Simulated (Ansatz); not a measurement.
The relaxed structure here is a generated cell of TiC: the first start was made by placing the elements on the sites of a structure type, and the end was not matched to a known phase here, so it may be hypothetical. Known forms of TiC include space group No. 225.

One starting cell of TiC (a generated trial cell of TiC in the AFLOW prototype AB_tP2_123_a_d (L1_0, as in CuAu)) was relaxed twice with Ansatz (plane waves, PAW, scalar-relativistic): with r2SCAN at 500 eV and with PBE at 420 eV. The r2SCAN result:

```cif
data_CTi
_chemical_formula_sum 'C1 Ti1'
_space_group_name_H-M_alt 'P 1'
_space_group_IT_number 1
_cell_length_a 2.58756
_cell_length_b 2.58756
_cell_length_c 2.93406
_cell_angle_alpha 90.000
_cell_angle_beta 90.000
_cell_angle_gamma 90.000
loop_
_space_group_symop_operation_xyz
  'x, y, z'
loop_
_atom_site_label
_atom_site_type_symbol
_atom_site_fract_x
_atom_site_fract_y
_atom_site_fract_z
_atom_site_occupancy
C1 C 0.50000 0.50000 0.50000 1
Ti1 Ti 0.00000 0.00000 0.00000 1
```

```json
[
 {"quantity": "space group", "r2SCAN": "P4/mmm", "PBE": "P4/mmm"},
 {"quantity": "volume (Å³/atom)", "r2SCAN": "9.82", "PBE": "…"},
 {"quantity": "a (Å)", "r2SCAN": "2.588", "PBE": "…"},
 {"quantity": "c (Å)", "r2SCAN": "2.934", "PBE": "…"},
 {"quantity": "gap (eV, no spin-orbit coupling)", "r2SCAN": "0.00", "PBE": "…"}
]
```

Question: Fill in the PBE column.

Answer: 
- volume (Å³/atom), PBE: 9.90
- a (Å), PBE: 2.604
- c (Å), PBE: 2.921
- gap (eV, no spin-orbit coupling), PBE: 0.00

Both levels end in the same structure; PBE's volume is 0.8 % larger. Neither column is exact.

No spin polarisation in the result.

The run could not lower the symmetry of its start; a shaken copy of this end point relaxes with r2SCAN to P6₃/mmc (No. 194), 1.07 eV/atom lower.

Ansatz is a quantum-chemistry and plane-wave program.
